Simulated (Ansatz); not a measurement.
TaAg:
```
TaAg
1.0
    2.82865     0.00000     0.00000
    0.00000     2.82865     0.00000
    0.00000     0.00000     4.40365
Ag Ta
1 1
Direct
  0.00000   0.00000   0.00000
  0.50000   0.50000   0.50000
```

Relaxed with the program Ansatz at the PBE level (PAW). Indices refer to the conventional cell of P4/mmm, a = b = 2.8287 Å, c = 4.4036 Å, α = β = γ = 90.00°.

Question: Simulate the powder diffraction pattern (Cu Kα1, λ = 1.54056 Å; lines above 1 %) up to 2θ = 90°.

Answer: Simulated powder pattern, Cu Kα1, λ = 1.54056 Å (kinematic, ideal powder, no thermal factors, no anomalous dispersion; the 30 strongest lines at most, above 1 %, up to 2θ = 90°):

```
2θ (°)  d (Å)  I/Imax (%)    hkl
------  -----  ----------  -----
20.15   4.404         5.9  (001)
31.60   2.829         4.3  (100)
37.77   2.380         100  (101)
40.95   2.202          20  (002)
45.30   2.000          30  (110)
50.04   1.821         2.8  (111)
52.63   1.737         2.5  (102)
62.70   1.480          23  (112)
66.00   1.414         9.7  (200)
69.78   1.347         1.2  (201)
72.49   1.303          15  (103)
78.62   1.216          24  (211)
80.68   1.190          11  (202)
88.80   1.101         2.3  (004)
89.22   1.097         1.4  (212)
```

The start of the workflow was typed in or built on a structure type; neither database checked (COD, Materials Project) lists it. Its standing as an ambient phase is unchecked. Symmetry was held in the PBE relaxation; whether a distortion lowers the energy is not shown. The run is not spin-polarised. Its formation energy is positive at this level, so the cell may be metastable or incomplete. Axis ratios of metals converge slowly with the k-mesh, so a and c are less sure than the volume. Spin–orbit coupling is left out wherever it is not named.

Potentials: the earlier of the program's two PAW sets.
